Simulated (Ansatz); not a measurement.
Input file for Ansatz (a quantum-chemistry and plane-wave program):

Ansatz 0.2 input:
```yaml
crystal:
  lattice:
    - [0.0, 2.7036297627, 2.7036297627]
    - [2.7036297627, 0.0, 2.7036297627]
    - [2.7036297627, 2.7036297627, 0.0]
  atoms:
    - { symbol: Ag, position: [0.0, 0.0, 0.0] }
    - { symbol: Al, position: [0.5, 0.5, 0.5] }
kpoints:
  mp_grid: { grid: [10, 10, 10] }
  band_path:
    path:
      - [[0.0, 0.0, 0.0], [0.5, 0.0, 0.5], [0.625, 0.25, 0.625]]  # Γ-X-U
      - [[0.375, 0.375, 0.75], [0.0, 0.0, 0.0], [0.5, 0.5, 0.5], [0.5, 0.25, 0.75], [0.5, 0.0, 0.5]]  # K-Γ-L-W-X
    npoints: 12
basis: { xc_grid: 2 }
hamiltonian:
  xc: pbe
  pseudopotentials: { azcp: { folder: ./paw }, kind: paw_fr }
magnetization: { noncollinear: true, spin_orbit: true }
scf:
  n_extra_bands: 12
  convergence: { dr2_threshold: 0.0000000001 }
  occupations: { method: gaussian, width: 0.05 }
output: { eigenvalues: true }
```

Output (shortened):

```
Pseudopotentials: kind: paw_fr
Pseudopotential: Ag, paw, valence charge 19
Pseudopotential: Al, paw, valence charge 3
Functional definition: PBE
non-collinear run that drives no moment, with spin-orbit …
Crystal: 2 atoms, lattice volume = 39.525 Å³
Basis set: ecut = 420 eV, 749 PW (Γ), exchange–correlation on 54×54×54 points (8 copies of the dense FFT grid, shifted against one another)
Bands: 34, of which v1, the nominal top of the filled ones, is band 22 counted from 1 (21 counted from 0)
Symmetry: 48 space group operations + 48 with time reversal
k-points: 47 of 1000
Projection manifold: j_resolved (fully-relativistic pseudo-atomic orbitals)
Initial density: superposition of atomic densities (chi_scale 0.1, normalization cell, long waves kept (reshape's long-wave potential 0.00 eV rms))
Initial wavefunctions: pseudopotential atomic-orbital guess
Eigensolver: davidson
Functional: x = pbe(κ = 0.804, μ = 0.2195149727645171), c = pbe(β = 0.06672455060314922)
SCF iter   1: F=—  HF=-8130.708272 eV  |F-HF|=—  |Δ(HF+E_count)|=         —  Δρ=8.12e-2  dr2=3.20e0  dr2_m=0.00e0 (ungated)  ethr=3.10e-3  |M|=0.00e0 ∫|m|=0.00e0 μB  |m|>n=0.0e0 m-floor=0.0e0 τ_xc=0.0e0  β_m=0.30  ⟨swp⟩=7.3  Hψ=4824  notcnv=0  defer=38
all-band conjugate gradients solve this SCF's bands
preconditioner: auto → none
SCF iter   2: F=—  HF=-8130.014778 eV  |F-HF|=—  |Δ(HF+E_count)|=   6.93e-1  Δρ=2.19e-2  dr2=1.01e-1  dr2_m=0.00e0 (ungated)  ethr=3.10e-3  |M|=0.00e0 ∫|m|=0.00e0 μB  |m|>n=0.0e0 m-floor=0.0e0 τ_xc=0.0e0  β_m=0.29  ⟨swp⟩=2.8  Hψ=1652  notcnv=0  defer=292
preconditioner: auto → Kerker (q_TF=auto, 2.474 Å⁻¹)
spin=Noncollinear: Kerker preconditioning applied to the charge; magnetization (m_x, m_y, m_z) channels mix plain (no charge-response kernel on spin).
SCF iter   3: F=—  HF=-8129.993479 eV  |F-HF|=—  |Δ(HF+E_count)|=   2.13e-2  Δρ=1.33e-2  dr2=4.08e-2  dr2_m=0.00e0 (ungated)  ethr=4.59e-4  |M|=0.00e0 ∫|m|=0.00e0 μB  |m|>n=0.0e0 m-floor=0.0e0 τ_xc=0.0e0  β_m=0.64  ⟨swp⟩=3.0  Hψ=1416  notcnv=0  defer=294
SCF iter   4: F=—  HF=-8129.981091 eV  |F-HF|=—  |Δ(HF+E_count)|=   1.24e-2  Δρ=2.57e-3  dr2=3.33e-3  dr2_m=0.00e0 (ungated)  ethr=1.86e-4  |M|=0.00e0 ∫|m|=0.00e0 μB  |m|>n=0.0e0 m-floor=0.0e0 τ_xc=0.0e0  β_m=0.81  ⟨swp⟩=3.0  Hψ=1286  notcnv=0  defer=294
SCF iter   5: F=—  HF=-8129.979912 eV  |F-HF|=—  |Δ(HF+E_count)|=   1.18e-3  Δρ=8.42e-4  dr2=4.06e-4  dr2_m=0.00e0 (ungated)  ethr=1.51e-5  |M|=0.00e0 ∫|m|=0.00e0 μB  |m|>n=0.0e0 m-floor=0.0e0 τ_xc=0.0e0  β_m=0.90  ⟨swp⟩=2.0  Hψ=957  notcnv=0  defer=294
SCF iter   6: F=—  HF=-8129.979799 eV  |F-HF|=—  |Δ(HF+E_count)|=   1.13e-4  Δρ=1.14e-4  dr2=5.39e-6  dr2_m=0.00e0 (ungated)  ethr=1.85e-6  |M|=0.00e0 ∫|m|=0.00e0 μB  |m|>n=0.0e0 m-floor=0.0e0 τ_xc=0.0e0  β_m=0.95  ⟨swp⟩=2.1  Hψ=908  notcnv=0  defer=294
SCF iter   7: F=—  HF=-8129.979792 eV  |F-HF|=—  |Δ(HF+E_count)|=   6.91e-6  Δρ=2.39e-5  dr2=3.68e-7  dr2_m=0.00e0 (ungated)  ethr=2.45e-8  |M|=0.00e0 ∫|m|=0.00e0 μB  |m|>n=0.0e0 m-floor=0.0e0 τ_xc=0.0e0  β_m=0.98  ⟨swp⟩=2.0  Hψ=966  notcnv=0  defer=294
SCF iter   8: F=—  HF=-8129.979790 eV  |F-HF|=—  |Δ(HF+E_count)|=   2.09e-6  Δρ=6.55e-6  dr2=2.54e-8  dr2_m=0.00e0 (ungated)  ethr=1.67e-9  |M|=0.00e0 ∫|m|=0.00e0 μB  |m|>n=0.0e0 m-floor=0.0e0 τ_xc=0.0e0  β_m=0.99  ⟨swp⟩=2.1  Hψ=935  notcnv=0  defer=294
SCF iter   9: F=-8129.979790 eV  HF=-8129.979790 eV  |F-HF|=1.09e-11  |Δ(HF+E_count)|=   3.16e-9  Δρ=4.06e-7  dr2=6.10e-11  dr2_m=0.00e0 (ungated)  ethr=1.00e-12  |M|=0.00e0 ∫|m|=0.00e0 μB  |m|>n=0.0e0 m-floor=0.0e0 τ_xc=0.0e0  ⟨swp⟩=8.0  Hψ=3843  notcnv=0
SCF 1 converged in 9 iterations: F = -8129.979790 eV  dr2 = 6.10e-11
NSCF: frozen V_eff on 74 k-points
SCF converged after 9 iterations
Magnetization: |M| = 0.0000 μB,  M = (+0.0000, +0.0000, +0.0000) μB
Absolute magnetization: 0.0000 μB (∫|m|)
  site 0: m = (+0.0000, +0.0000, +0.0000) μB, |m| = 0.0000 μB  (R = 1.12 Å)
  site 1: m = (+0.0000, +0.0000, +0.0000) μB, |m| = 0.0000 μB  (R = 1.12 Å)
Free energy (F): -8129.979790 eV
Harris-Foulkes:  -8129.979790 eV  (|F-HF|=1.09e-11)
Internal energy: -8129.978418 eV  (E = F + TS)
E sigma→0 (E₀):  -8129.979104 eV
Entropy (-TS):   -0.001371 eV (-0.686 meV/atom)
Fermi energy:    10.423586 eV
--- Per-component energies (eV) ---
  E_band       = -361.131447
  E_kinetic    = 486.438809
  E_local      = -3067.463165  (includes V_loc(G=0)·N_el)
  E_nonlocal   = 41.695142
  E_hartree    = 1454.956158
  E_xc         = -195.498531
  E_vxc        = -228.846969  (∫ρ·V_xc dr)
  E_paw        = -4425.921249  (= ΣΔE_a)
  E_vpaw       = -502.868351  (= ΣTr[D̂ρ^β])
  E_aug_tail   = 0.000370  (compensation charges beyond the density's cutoff)
  E_ewald      = -2424.185954
  E_smearing   = -0.001371  (= −TS)
  E_closure    = 0.000000  (closes the sum)
  Σ components = -8129.979790   (vs F -8129.979790, Δ=0.00e0)
  [band-id]    e_kinetic+e_local+e_nonlocal+2·e_hartree+e_vxc+e_vpaw+e_augmentation_tail = -361.131846   (vs E_band -361.131447, Δ=-3.99e-4)
--- Band table (eV; the first three rows and the last of 47) ---
  k-point 0: bands = ["-82.3315", "-82.3315", "-49.3304", "-49.3304", "-44.2226", "-44.2226", "-44.2226", "-44.2226", "1.6247", "1.6247", "4.8315", "4.8315", "4.8315", "4.8315", "5.3621", "5.3621", "5.3621", "5.3621", "5.3839", "5.3839", "14.6340", "14.6340", "14.8384", "14.8384", "14.8384", "14.8384", "19.4919", "19.4919", "19.4919", "19.4919", "19.5836", "19.5836", "19.8505", "19.8505"]
  k-point 1: bands = ["-82.3315", "-82.3315", "-49.3305", "-49.3305", "-44.2230", "-44.2230", "-44.2227", "-44.2227", "1.7847", "1.7847", "4.8205", "4.8205", "4.8349", "4.8349", "5.3304", "5.3304", "5.3815", "5.3815", "5.3964", "5.3964", "13.8210", "13.8210", "14.7544", "14.7544", "14.8721", "14.8721", "18.5183", "18.5183", "19.5805", "19.5805", "19.5947", "19.5947", "20.8257", "20.8257"]
  k-point 2: bands = ["-82.3314", "-82.3314", "-49.3308", "-49.3308", "-44.2239", "-44.2239", "-44.2229", "-44.2229", "2.2557", "2.2557", "4.7785", "4.7785", "4.8307", "4.8307", "5.2506", "5.2506", "5.4472", "5.4472", "5.4501", "5.4501", "11.9387", "11.9387", "14.8772", "14.8772", "14.9809", "14.9809", "17.6624", "17.6624", "18.9523", "18.9523", "19.0951", "19.0951", "20.9259", "20.9259"]
  k-point 46: bands = ["-82.3313", "-82.3313", "-49.3321", "-49.3321", "-44.2260", "-44.2260", "-44.2250", "-44.2250", "3.8066", "3.8066", "4.7531", "4.7531", "5.1664", "5.1664", "5.2970", "5.2970", "5.7984", "5.7984", "8.6613", "8.6613", "8.7383", "8.7383", "9.3441", "9.3441", "9.7356", "9.7356", "17.4216", "17.4216", "18.4090", "18.4090", "20.3932", "20.3932", "20.5854", "20.5854"]
  band table: 34 of 34 bands, residual norms ≤ 1.0e-3 eV
```

Cost: about 15 core-seconds (a rough figure) on shared cores.

Space group Fm-3m (rock salt). The start of the workflow was typed in or built on a structure type; neither database checked (COD, Materials Project) lists it. Its standing as an ambient phase is unchecked. Symmetry was held in the PBE relaxation; its stability against distortions is not shown here. No spin polarisation was allowed. The volume moved by 24 % from the start of the relaxation. Its formation energy is positive at this level, so the cell may be metastable or incomplete.

Potentials: the earlier of the program's two PAW sets.

Ansatz is a plane-wave DFT program.
